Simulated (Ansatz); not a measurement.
Values for one crystal, relaxed and computed with DFT-r²SCAN in the program Ansatz with PAW potentials; other levels are named.

| Item | Value |
|---|---|
| Volume per atom | 18.66 Å³ |
| Electronic character | metallic (no gap) |
| Density of states at the Fermi level | 0.40 states/eV per atom (mean over ±0.08 eV) |
| Formation energy from the elements (no fitted shifts) | -1.22 eV/atom |

Question: Pick the material that matches.
A. FePt, L1₀ or tetragonal B2
B. EuCd, CsCl type
C. MnPt3, Cu3Au type
D. HfPt, Cmcm (Hf on 4c, Pt on 4c)

Answer: D, HfPt, Cmcm (Hf on 4c, Pt on 4c)

The workflow started from a Materials Project entry (that database holds measured and hypothetical structures alike); the Crystallography Open Database copy checked does not list it. COD files the formula under space group No. 221, so this cell is another polymorph or a model. Whether it is the stable phase at ambient conditions was not checked. The cell was relaxed with r²SCAN under the symmetry of its start; its stability against distortions is not shown here. The run is not spin-polarised. The references are the lowest solids computed at this level, not always the standard phases. Spin–orbit coupling is left out wherever it is not named.

Potentials: the later of the program's two PAW sets.
